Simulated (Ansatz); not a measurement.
A geometry of Be away from equilibrium: step 2 of the relaxation of a relaxed Be cell, doubled along one cell vector, shaken by Gaussian noise of σ = 0.08 Å a coordinate. Level of theory: PBEsol (plane waves to 420 eV, PAW, scalar-relativistic; Ansatz, a first-principles code). Γ-centred k-mesh 18×9×18 on the run's cell (coarser than for final values), Fermi–Dirac smearing 0.05 eV.

```xyz
2
Lattice="-0.0061 1.5822 1.5639 3.1495 -0.0014 3.1171 1.5741 1.5761 0.0000" Properties=species:S:1:pos:R:3:forces:R:3 pbc="T T T" free_energy=-180.527 pressure_GPa=0.6
Be     0.1136     0.0330     0.0009   -0.0583    0.0274    0.2947
Be     1.6558     0.0554     1.6400    0.0583   -0.0274   -0.2947
```

Positions in Å, forces in eV/Å, free energy of the cell in eV (comparable only within this code, potentials and settings). Largest force: 0.30 eV/Å, on Be1, Be2 (atoms numbered as listed); the geometry lies 0.01 eV/atom above the end of its relaxation.

No spin polarisation in the result.

The run could not lose the symmetry of its start: the end is stationary, and may be a saddle point rather than a minimum.

The end of the path is a generated cell of Be: the first start was made by placing the elements on the sites of a structure type, and the end was not matched to a known phase here, so it may be hypothetical. Known forms of Be include space group No. 194.
